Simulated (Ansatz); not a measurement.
Here is the system:

LiCl:
```
LiCl
1.0
    0.00000     2.48207     2.48207
    2.48207     0.00000     2.48207
    2.48207     2.48207     0.00000
Li Cl
1 1
Cartesian
  0.00000   0.00000   0.00000
  2.48207   2.48207   2.48207
```

This is the LDA-relaxed structure.

Q: All from DFT-LDA in the program Ansatz with PAW potentials, unless another level is named. Estimate the electron effective mass.

A: 0.32, 0.32, 1.1 mₑ (principal values).

Q: What about the formation energy from the elements (no fitted shifts)?

A: -1.89 eV/atom.

Q: Next, the band gap?

A: 6.48 eV (indirect).

Q: Give the smallest direct gap on the standard path.

A: 6.60 eV.

Q: And the conduction-band minimum?

A: at L (4 equivalent valleys).

Q: And the valence-band maximum?

A: on the K–Γ line, 78 % of the way from K.

Space group Fm-3m (rock salt). Symmetry was held in the LDA relaxation; phonons on a q-mesh show no instability. The references are the lowest solids computed at this level, not always the standard phases (solids in place of the gases).

Potentials: the later of the program's two PAW sets.
